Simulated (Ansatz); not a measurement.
Cu2O:
```xyz
3
Lattice="0.0000 2.5837 2.5837 2.5837 0.0000 2.5837 2.5837 2.5837 0.0000" Properties=species:S:1:pos:R:3 pbc="T T T"
O      0.0000     0.0000     0.0000
Cu     1.2919     1.2919     1.2919
Cu     3.8756     3.8756     3.8756
```
Starting moments (μB, in the order of the atoms O Cu Cu): -0.1 0.0 0.0.

Relaxed with PBE.

Q: Which orbitals make up the states near the Fermi level in plane-wave PAW PBE (Ansatz code)?

A: Within 0.5 eV of the Fermi level: Cu 3d 73 %, O 2p 22 %. Projections are on Löwdin-orthogonalised atomic valence shells; empty p or d shells of many metals are not among them.

Q: Tabulate the density of states.

A: States/eV per cell of 3 atoms, in 0.25 eV bins, energy from the Fermi level.

```tsv
E (eV)	total	Cu 3d	O 2p	Cu 4s
-6.85	0.00	0.00	0.00	0.00
-6.60	0.92	0.13	0.51	0.27
-6.35	4.32	0.53	2.42	1.23
-6.10	2.12	0.28	1.24	0.54
-5.85	0.55	0.10	0.32	0.12
-5.60	1.15	0.18	0.76	0.19
-5.35	1.81	0.31	1.25	0.22
-5.10	5.12	1.45	3.41	0.19
-4.85	7.85	1.80	5.80	0.03
-4.60	0.16	0.02	0.13	0.00
-4.35	0.00	0.00	0.00	0.00
-4.10	0.00	0.00	0.00	0.00
-3.85	0.00	0.00	0.00	0.00
-3.60	0.00	0.00	0.00	0.00
-3.35	0.00	0.00	0.00	0.00
-3.10	0.02	0.00	0.00	0.01
-2.85	0.22	0.18	0.00	0.02
-2.60	5.52	5.29	0.02	0.05
-2.35	7.98	7.73	0.07	0.08
-2.10	5.75	5.49	0.12	0.09
-1.85	3.33	3.12	0.08	0.09
-1.60	7.05	6.69	0.13	0.14
-1.35	12.66	12.21	0.16	0.15
-1.10	14.08	13.37	0.20	0.24
-0.85	5.85	5.66	0.10	0.04
-0.60	2.59	2.25	0.29	0.02
-0.35	8.73	7.13	1.41	0.11
-0.10	6.74	4.60	1.89	0.16
0.15	0.73	0.28	0.26	0.15
0.40	0.47	0.08	0.16	0.19
0.65	0.48	0.04	0.14	0.24
0.90	0.53	0.03	0.13	0.31
1.15	0.54	0.03	0.12	0.32
1.40	0.53	0.02	0.11	0.32
1.65	0.53	0.02	0.11	0.32
1.90	0.53	0.02	0.10	0.31
2.15	0.54	0.02	0.09	0.29
2.40	0.55	0.02	0.08	0.27
2.65	0.51	0.02	0.07	0.24
2.90	0.45	0.02	0.05	0.20
3.15	0.40	0.01	0.04	0.17
3.40	0.33	0.01	0.03	0.12
3.65	0.27	0.01	0.04	0.11
3.90	0.81	0.03	0.20	0.41
4.15	1.06	0.04	0.21	0.50
4.40	1.01	0.03	0.16	0.47
4.65	0.85	0.03	0.12	0.44
```

Space group Fm-3m (anti-fluorite). The start of the workflow was typed in or built on a structure type; neither database checked (COD, Materials Project) lists it. It is not the phase usual at ambient conditions (space group No. 224). The cell was relaxed with PBE under the symmetry of its start; its stability against distortions is not shown here. The workflow began spin-polarised and lost its moments. The volume moved by 36 % from the start of the relaxation. Its formation energy is positive at this level, so the cell may be metastable or incomplete. No Hubbard U is applied. The compound may be a true metal, but semilocal functionals without U, or a wrong spin order, can also close a gap.

Potentials: the earlier of the program's two PAW sets.
